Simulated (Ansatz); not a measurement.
Mo (bcc (W type)), relaxed with PBE (Ansatz, a first-principles code, plane waves, PAW): a = b = c = 3.160 Å, α = β = γ = 90.00°.

- B₀ by P(V) fit (GPa): 260

Task: The same phase is relaxed and computed with PBEsol in the same code. What are the cell and these values now?

Result: a = b = c = 3.1294 Å, α = β = γ = 90.00°.

- B₀ by P(V) fit (GPa) = 281

All cells were relaxed under the symmetry of their starts (and spin orders); stability against distortions was not tested throughout. Named crystals with no word on spin ran without spin polarisation. Scalar-relativistic: spin–orbit coupling is off unless named, which matters more the heavier the elements.

Potentials: the earlier of the program's two PAW sets. The files were generated under PBE; for other functionals the program regenerates the frozen cores, and for LDA and PBEsol the local potential too.

Ansatz is a plane-wave DFT program.
